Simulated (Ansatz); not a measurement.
KTaO₃:
```cif
data_KO3Ta
_chemical_formula_sum 'K1 Ta1 O3'
_space_group_name_H-M_alt 'P 1'
_space_group_IT_number 1
_cell_length_a 4.02439
_cell_length_b 4.02439
_cell_length_c 4.02439
_cell_angle_alpha 90.000
_cell_angle_beta 90.000
_cell_angle_gamma 90.000
loop_
_space_group_symop_operation_xyz
  'x, y, z'
loop_
_atom_site_label
_atom_site_type_symbol
_atom_site_fract_x
_atom_site_fract_y
_atom_site_fract_z
_atom_site_occupancy
K1 K 0.50000 0.50000 0.50000 1
Ta1 Ta 0.00000 0.00000 0.00000 1
O1 O 0.00000 0.50000 0.00000 1
O2 O 0.50000 0.00000 0.00000 1
O3 O 0.00000 0.00000 0.50000 1
```

Relaxed with PBE.

### Question
Which orbitals make up the states near the band edges in PBE in the plane-wave PAW code Ansatz?

### Answer
Top 1 eV of the valence band: O 2p 97 %. Bottom 1 eV of the conduction band: Ta 5d 89 %, O 2p 10 %. Projections are on Löwdin-orthogonalised atomic valence shells; empty p or d shells of many metals are not among them.

### Question
Tabulate the density of states.

### Answer
States/eV per cell of 5 atoms, in 0.25 eV bins, energy from the valence-band maximum.

```
E (eV)  total  O 2p  Ta 5d  O 2s
------  -----  ----  -----  ----
-7.87    0.00  0.00   0.00  0.00
-7.62    0.00  0.00   0.00  0.00
-7.37    0.00  0.00   0.00  0.00
-7.12    0.00  0.00   0.00  0.00
-6.87    0.00  0.00   0.00  0.00
-6.62    0.00  0.00   0.00  0.00
-6.37    0.00  0.00   0.00  0.00
-6.12    0.00  0.00   0.00  0.00
-5.87    0.00  0.00   0.00  0.00
-5.62    0.00  0.00   0.00  0.00
-5.37    2.36  1.64   0.46  0.01
-5.12    2.30  1.55   0.57  0.01
-4.87    2.33  1.62   0.52  0.03
-4.62    1.29  0.91   0.27  0.02
-4.37    1.44  1.03   0.30  0.02
-4.12    2.54  1.79   0.59  0.04
-3.87    3.40  2.37   0.82  0.04
-3.62    2.97  2.06   0.73  0.03
-3.37    3.43  2.44   0.80  0.03
-3.12    4.21  3.14   0.85  0.04
-2.87    4.86  3.66   0.99  0.03
-2.62    5.86  4.62   1.00  0.02
-2.37    3.41  2.81   0.45  0.02
-2.12    1.82  1.49   0.27  0.01
-1.87    2.00  1.70   0.20  0.02
-1.62    2.77  2.44   0.16  0.03
-1.37    3.55  3.28   0.12  0.02
-1.12    6.63  6.24   0.18  0.03
-0.87    6.50  6.22   0.11  0.02
-0.62    3.27  3.18   0.02  0.01
-0.37    2.80  2.76   0.01  0.00
-0.12    2.25  2.23   0.00  0.00
0.13     0.00  0.00   0.00  0.00
0.38     0.00  0.00   0.00  0.00
0.63     0.00  0.00   0.00  0.00
0.88     0.00  0.00   0.00  0.00
1.13     0.00  0.00   0.00  0.00
1.38     0.00  0.00   0.00  0.00
1.63     0.00  0.00   0.00  0.00
1.88     0.00  0.00   0.00  0.00
2.13     0.02  0.00   0.02  0.00
2.38     0.47  0.02   0.45  0.00
2.63     0.77  0.06   0.70  0.00
2.88     0.80  0.09   0.69  0.00
3.13     1.00  0.15   0.83  0.00
3.38     1.06  0.19   0.84  0.00
3.63     1.16  0.23   0.89  0.00
3.88     1.43  0.32   1.06  0.00
4.13     1.60  0.38   1.16  0.00
4.38     1.84  0.47   1.29  0.00
4.63     2.60  0.70   1.78  0.00
4.88     3.74  1.06   2.51  0.00
5.13     2.39  0.68   1.54  0.00
5.38     1.79  0.51   1.11  0.00
5.63     1.41  0.42   0.85  0.00
5.88     1.24  0.38   0.73  0.00
6.13     0.67  0.21   0.39  0.00
6.38     0.00  0.00   0.00  0.00
6.63     0.44  0.01   0.27  0.10
6.88     0.93  0.03   0.56  0.19
```

Space group Pm-3m (cubic perovskite). The cell was relaxed with PBE under the symmetry of its start. The run is not spin-polarised. Scalar-relativistic: spin–orbit coupling is off unless named, which matters more the heavier the elements.

Potentials: the later of the program's two PAW sets.
